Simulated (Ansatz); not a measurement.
Given:

TeO2 (space group P4_12_12)

```cif
data_O8Te4
_chemical_formula_sum 'Te4 O8'
_space_group_name_H-M_alt 'P 1'
_space_group_IT_number 1
_cell_length_a 4.84471
_cell_length_b 4.84471
_cell_length_c 7.70365
_cell_angle_alpha 90.000
_cell_angle_beta 90.000
_cell_angle_gamma 90.000
loop_
_space_group_symop_operation_xyz
  'x, y, z'
loop_
_atom_site_label
_atom_site_type_symbol
_atom_site_fract_x
_atom_site_fract_y
_atom_site_fract_z
_atom_site_occupancy
Te1 Te 0.97008 0.97008 0.50000 1
Te2 Te 0.52992 0.47008 0.75000 1
Te3 Te 0.02992 0.02992 0.00000 1
Te4 Te 0.47008 0.52992 0.25000 1
O1 O 0.73804 0.86112 0.31598 1
O2 O 0.63888 0.23804 0.56598 1
O3 O 0.26196 0.13888 0.81598 1
O4 O 0.36112 0.76196 0.06598 1
O5 O 0.23804 0.63888 0.43402 1
O6 O 0.13888 0.26196 0.18402 1
O7 O 0.76196 0.36112 0.93402 1
O8 O 0.86112 0.73804 0.68402 1
```

The volume is varied about the relaxed value V₀ at fixed cell shape. The atoms relax within the cell's symmetry.

Method: r2SCAN (plane waves to 500 eV, PAW, scalar-relativistic; Ansatz, a program for electronic structure). k mesh 6×6×4 (Γ-centred), Fermi-Dirac smearing 0.05 eV. E stands for the smeared free energy. Stress and pressure are positive under compression. With the shape held, the modulus is that of even scaling; a crystal free to change shape is softer. Spin-orbit coupling is left out, though Te is heavy. TeO2 was relaxed with its symmetry unable to fall. ΔE is measured from the relaxed starting cell.

The scan covers V/V₀ from 0.900 to 1.100 in 11 points.

Problem. What bulk modulus at fixed cell shape B₀ follows from a third-order Birch-Murnaghan fit?

Solution. 39.7 GPa.

Problem. What is the fitted pressure derivative B₀′?

Solution. 7.8.

(A scan under strain: stresses follow from slopes of the energy per volume, elastic moduli from its curvatures.)
